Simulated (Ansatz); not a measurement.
Molecular dynamics on a 2×2×1 supercell (16 atoms) of Ga2AsP (ordering on zincblende), relaxed with r2SCAN. Forces come from r2SCAN in Ansatz 0.2.0: constant energy and volume (NVE), velocities drawn at 200 K, steps of 1 fs. Spin polarisation is off, nuclei are classical, and the run is far too short for thermal averages. The structure comes from a prototype and may be hypothetical.

```yaml
crystal:
  lattice:
    - [7.8626560021, 0.0, 0.0]
    - [0.0, 7.8626560021, 0.0]
    - [0.0, 0.0, 5.5531814462]
  atoms:
    - { symbol: P, position: [0.0, 0.0, 0.0] }
    - { symbol: Ga, position: [0.0, 0.25, 0.7585251816] }
    - { symbol: As, position: [0.25, 0.25, 0.5] }
    - { symbol: Ga, position: [0.25, 0.0, 0.2414748184] }
    - { symbol: P, position: [0.0, 0.5, 0.0] }
    - { symbol: Ga, position: [0.0, 0.75, 0.7585251816] }
    - { symbol: As, position: [0.25, 0.75, 0.5] }
    - { symbol: Ga, position: [0.25, 0.5, 0.2414748184] }
    - { symbol: P, position: [0.5, 0.0, 0.0] }
    - { symbol: Ga, position: [0.5, 0.25, 0.7585251816] }
    - { symbol: As, position: [0.75, 0.25, 0.5] }
    - { symbol: Ga, position: [0.75, 0.0, 0.2414748184] }
    - { symbol: P, position: [0.5, 0.5, 0.0] }
    - { symbol: Ga, position: [0.5, 0.75, 0.7585251816] }
    - { symbol: As, position: [0.75, 0.75, 0.5] }
    - { symbol: Ga, position: [0.75, 0.5, 0.2414748184] }
kpoints:
  mp_grid: { grid: [2, 2, 2] }
hamiltonian:
  xc: r2scan
scf:
  occupations: { method: fermi_dirac, width: 0.02 }
md:
  ensemble: nve
  temperature: 200
  timestep: 1.0
  n_steps: 20
  initial_velocities: maxwell_boltzmann
  seed: 5286
```

Run as `ansatz run input.yaml --threads 4 --pin off --max-ram 3686MiB --backend cpu --events-out ev --progress --plain --runs-dir out`. It took 3.4 min on 4 threads of Arm Neoverse V1, on a shared host, load about 1.0 per core; peak host memory 2 GiB.

```tsv
step	t (fs)	T (K)	free energy F from step 0 (meV/atom)	kinetic energy (meV/atom)	largest force (eV/Å)
0	0	200	0.0	24.2	0.00
1	1	200	0.1	24.2	0.10
2	2	198	0.2	24.0	0.20
3	3	196	0.5	23.8	0.30
4	4	193	0.8	23.4	0.40
5	5	189	1.3	22.9	0.49
6	6	185	1.8	22.4	0.58
7	7	180	2.5	21.8	0.66
8	8	174	3.1	21.1	0.74
9	9	168	3.9	20.3	0.82
10	10	161	4.7	19.6	0.89
11	11	155	5.5	18.7	0.96
12	12	147	6.4	17.9	1.02
13	13	140	7.2	17.0	1.08
14	14	133	8.1	16.1	1.14
15	15	126	9.0	15.2	1.18
16	16	119	9.9	14.4	1.23
17	17	112	10.7	13.6	1.27
18	18	105	11.5	12.7	1.30
19	19	99	12.3	12.0	1.33
20	20	93	13.0	11.3	1.36
```

The temperature goes from 200 K to 93 K in 20 fs. The atoms start on their lattice sites with kinetic energy alone, so much of it first passes into potential energy. The conserved energy stays within 0.01 meV an atom. By the last step the atoms have moved 0.05 Å in the root mean square, the drift of the whole cell taken out, 0.12 Å at most.

Positions (Å) and forces (eV/Å) at step 20:
```
P    0.006   0.075  -0.005     0.130  -0.716  -0.139
Ga   0.030   1.989   4.189    -0.438   0.271   0.129
As   1.940   2.011   2.774     0.451  -0.477  -0.084
Ga   1.952   0.006   1.356     0.309  -0.015   0.103
P    0.005   3.952  -0.025    -0.231  -0.012   0.299
Ga  -0.042   5.906   4.199     0.309   0.218   0.141
As   1.974   5.874   2.803    -0.258   0.327  -0.211
Ga   1.960   3.936   1.324    -0.074   0.225  -0.032
P    4.003   0.058   0.089    -0.719  -0.858  -0.768
Ga   3.916   1.931   4.219     0.167   0.236  -0.066
As   5.907   1.982   2.775    -0.096  -0.202   0.249
Ga   5.948   0.001   1.361     0.035   0.155   0.210
P    3.924   3.921   0.005     0.012  -0.186  -0.072
Ga   3.944   5.830   4.202    -0.011   0.819   0.419
As   5.884   5.856   2.747     0.078   0.457   0.173
Ga   5.870   3.927   1.341     0.337  -0.243  -0.353
```
